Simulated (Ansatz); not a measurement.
## Ti: moving Ti off its site

Ti, Im-3m, a = 3.282 Å (as given, not relaxed at this level: -2.8 GPa). This isn't the element's structure at ambient conditions. Ansatz: r2SCAN, PAW, 500 eV, Γ-centred 10×10×10 mesh on 8 atoms, Gaussian smearing 0.15 eV; no spin polarisation.

```xyz
8
Lattice="3.2820 3.2820 -3.2820 3.2820 -3.2820 3.2820 -3.2820 -3.2820 -3.2820" Properties=species:S:1:pos:R:3 pbc="T T T"
Ti   -1.6410   -1.6410   -1.6410
Ti    0.0000    0.0000   -3.2820
Ti    0.0000   -3.2820    0.0000
Ti    1.6410   -1.6410   -1.6410
Ti    0.0000    0.0000    0.0000
Ti    1.6410    1.6410   -1.6410
Ti    1.6410   -1.6410    1.6410
Ti    3.2820    0.0000    0.0000
```

Atom 1 (Ti) moves by x along the unit vector (0.577, 0.577, 0.577), with its periodic images; all else is held. y is the free energy of the cell over the start, F the force along the path summed over the moved atoms. Symmetry makes y even in x.

| x (Å) | y (meV) | F (eV/Å) |
| --- | --- | --- |
| -0.3000 | 103.2 | 0.93 |
| -0.1500 | 18.0 | 0.28 |
| 0.0000 | 0.0 | 0.00 |
| 0.0375 | 0.9 | -0.05 |
| 0.0750 | 3.9 | -0.11 |
| 0.1125 | 9.4 | -0.18 |
| 0.1875 | 30.7 | -0.40 |
| 0.2250 | ? | ? |
| 0.2625 | 72.3 | -0.73 |

Question: Fit y = c2 x² + c4 x⁴ to the energies of the other rows, give the force constant, and predict energy and force of the missing row.

Answer: Least squares on the rows shown. y = 696.1 x² + 5035 x⁴. The force constant is 2 c2 = 1.39 eV/Å², for the cell as given, at -2.8 GPa (for all images moving together, not for a lone atom). The force −dy/dx at the missing row is -0.54 eV/Å (computed -0.55). With a term in x⁶ added, the coefficient of x² becomes 662.3, 5 % less, which shows how far this figure hangs on the form. At x = 0.2250 the fit asked for gives 48.1 meV. The run gave 48.5 meV, so the fit is 0.4 meV too low, within twice the rms miss on the fitted rows (0.2 meV).